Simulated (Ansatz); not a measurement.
GeMo (rock salt), relaxed with PBE (Ansatz, a program for electronic structure, plane waves, PAW): a = b = c = 5.139 Å, α = β = γ = 90.00°.

| Quantity | Result |
|---|---|
| ΔH_f (eV/atom) | 0.45 |
| B₀ by P(V) fit (GPa) | 158 |

Question: The same phase is relaxed and computed with r²SCAN in the same code. What are the cell and these values now?

Answer: a = b = c = 5.1122 Å, α = β = γ = 90.00°.

ΔH_f (eV/atom): 0.48
B₀ by P(V) fit (GPa): 169

Constructed cells (a structure type filled with these elements, in neither database checked): GeMo, rock salt. Unstable at this level: GeMo, rock salt with r²SCAN. All cells were relaxed under the symmetry of their starts (and spin orders); stability against distortions was not tested throughout. Rows with no word on spin ran without spin polarisation. Scalar-relativistic: spin–orbit coupling is off unless named, which matters more the heavier the elements.

Potentials: the later of the program's two PAW sets.

Ansatz is a plane-wave DFT program.

Formation energies count from the lowest solids of the elements computed at the same level, not from gases.
